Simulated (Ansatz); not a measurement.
CoC (rock salt, space group No. 225) at seven volumes, r²SCAN in the plane-wave PAW code Ansatz, scaled uniformly. One row is withheld.

```tsv
V (Å³/atom)	P (GPa)
7.186	37.39
7.423	22.85
7.660	10.48
7.897	0.00
8.134	-8.93
8.371	-16.50
8.608	?
```

**Question.** Fit the shown pressures and predict the withheld one.

**Answer.** Third-order Birch–Murnaghan: P = (3/2)B₀(x^(7/2) − x^(5/2))[1 + (3/4)(B′ − 4)(x − 1)] with x = (V₀/V)^(2/3). Least squares on the six rows gives V₀ = 7.897 Å³/atom, B₀ = 321.9 GPa, B′ = 4.40. At V = 8.608, x = 0.9441 and P = -22.97 GPa. The run itself gave -22.95 GPa.

Space group Fm-3m (rock salt). The start of the workflow was typed in or built on a structure type; neither database checked (COD, Materials Project) lists it. Its standing as an ambient phase is unchecked. The r²SCAN relaxation kept the symmetry of its start; its stability against distortions is not shown here. The final state is ferromagnetic, the only order run, not a proven ground state. The cell computed holds one magnetic atom, so no antiferromagnetic order was within reach. Its formation energy is positive at this level, so the cell may be metastable or incomplete. Other orbital occupations within this spin state were not tried.

Potentials: the earlier of the program's two PAW sets.
